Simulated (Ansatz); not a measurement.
Consider the following.

ZrAl$_{3}$:
```cif
data_Al3Zr
_chemical_formula_sum 'Zr1 Al3'
_space_group_name_H-M_alt 'P 1'
_space_group_IT_number 1
_cell_length_a 4.07113
_cell_length_b 4.07113
_cell_length_c 4.07113
_cell_angle_alpha 90.000
_cell_angle_beta 90.000
_cell_angle_gamma 90.000
loop_
_space_group_symop_operation_xyz
  'x, y, z'
loop_
_atom_site_label
_atom_site_type_symbol
_atom_site_fract_x
_atom_site_fract_y
_atom_site_fract_z
_atom_site_occupancy
Zr1 Zr 0.00000 0.00000 0.00000 1
Al1 Al 0.00000 0.50000 0.50000 1
Al2 Al 0.50000 0.00000 0.50000 1
Al3 Al 0.50000 0.50000 0.00000 1
```

This is the PBEsol-relaxed structure.

**Question.** All from DFT-PBEsol in the program Ansatz with PAW potentials, unless another level is named. Give the density of states at the Fermi level.

**Answer.** 0.46 states/eV per atom (mean over ±0.08 eV).

**Question.** And the formation energy from the elements (no fitted shifts)?

**Answer.** -46 kJ/mol of atoms.

**Question.** Next, the gap with spin–orbit coupling?

**Answer.** none (metallic).

Space group Pm-3m (Cu3Au type). The workflow started from a Materials Project entry (that database holds measured and hypothetical structures alike); the Crystallography Open Database copy checked does not list it. COD files the formula under space group No. 139, so this cell is another polymorph or a model. With Zr and Al taken as one species the cell has the higher symmetry Fm-3m, so it may be an ordered model of a mixed-site phase. Whether it is the stable phase at ambient conditions was not checked. The cell was relaxed with PBEsol under the symmetry of its start; of distortions, only those at the zone centre were tested. No spin polarisation was allowed. The references are the lowest solids computed at this level, not always the standard phases. Scalar-relativistic: spin–orbit coupling is off unless named, which matters more the heavier the elements.

Potentials: the later of the program's two PAW sets.
